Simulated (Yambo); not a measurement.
Yambo run on CaB₂C₂ (space group I4/mcm, No. 140). The wavefunctions come from this Quantum ESPRESSO step (LDA, PseudoDojo standard norm-conserving files, scalar-relativistic):

```
&CONTROL
  calculation = 'nscf'
  pseudo_dir = './pseudo'
  outdir = './out'
/
&SYSTEM
  ibrav = 0
  nat = 10
  ntyp = 3
  ecutwfc = 82.0
  ecutrho = 328.0
  occupations = 'fixed'
  force_symmorphic = .true.
  nbnd = 120
/
&ELECTRONS
  conv_thr = 1e-08
  diago_full_acc = .true.
  diago_thr_init = 1e-08
/
ATOMIC_SPECIES
B 10.8100 B.upf
C 12.0110 C.upf
Ca 40.0780 Ca.upf
CELL_PARAMETERS angstrom
 -2.674105000000   2.674105000000   3.703925000000
  2.674105000000  -2.674105000000   3.703925000000
  2.674105000000   2.674105000000  -3.703925000000
ATOMIC_POSITIONS crystal
B   0.361500000000   0.861500000000   0.223000000000
B   0.638500000000   0.138500000000   0.777000000000
B   0.861500000000   0.638500000000   0.500000000000
B   0.138500000000   0.361500000000   0.500000000000
C   0.659630000000   0.840370000000   0.500000000000
C   0.340370000000   0.159630000000   0.500000000000
C   0.840370000000   0.340370000000   0.180740000000
C   0.159630000000   0.659630000000   0.819260000000
Ca   0.750000000000   0.750000000000   0.000000000000
Ca   0.250000000000   0.250000000000   0.000000000000
K_POINTS automatic
4 4 4 0 0 0
```

Yambo input:

```
rim_cut
gw0
dyson
el_el_corr
HF_and_locXC
ppa
em1d
RandQpts= 1000000
RandGvec= 1 Ry
EXXRLvcs= 82 Ry
VXCRLvcs= 328 Ry
Chimod= "HARTREE"
% BndsRnXp
 1 | 118 |
%
NGsBlkXp= 6 Ry
% LongDrXp
 1.0 | 1.0 | 1.0 |
%
PPAPntXp= 27.2114 eV
% GbndRnge
 1 | 118 |
%
GTermKind= "BG"
DysSolver= "n"
ExtendOut
% QPkrange
 2 | 2 | 24 | 25 |
 13 | 13 | 24 | 25 |
%
```

k points by index: 2 = (0, 0, 0.25), 13 = Z.

Table of the .qp output:

```
#    K-point    Band    Eo [eV]    E [eV]    E-Eo [eV]    Vxc [eV]    Vnlxc [eV]    Sc|Eo [eV]    Sc|E [eV]    dSc/dw|Eo [eV]    Re(Z)    Im(Z)
#
    2    24    0.000000    0.040909    0.040909    -13.00706    -13.75877    0.803337    0.792626    -7.133042    0.792306    -0.001345
    2    25    1.401122    1.830945    0.429823    -12.01242    -8.242463    -3.232322    -3.340138    -6.824389    0.799492    -0.001289
    13    24    -0.145242    -0.316252    -0.171010    -14.72974    -17.66348    2.716686    2.762727    -7.321754    0.787977    -0.001332
    13    25    0.599999    1.052869    0.452870    -11.48164    -7.814349    -3.104099    -3.214425    -6.627977    0.804132    -0.001265
```
(The two width columns are left out.) Convergence of these settings isn't established.

Geometry of the Materials Project entry, not relaxed at this level.

The structure is a Materials Project entry; no match was found in the copy of COD used, and its stability was not checked.
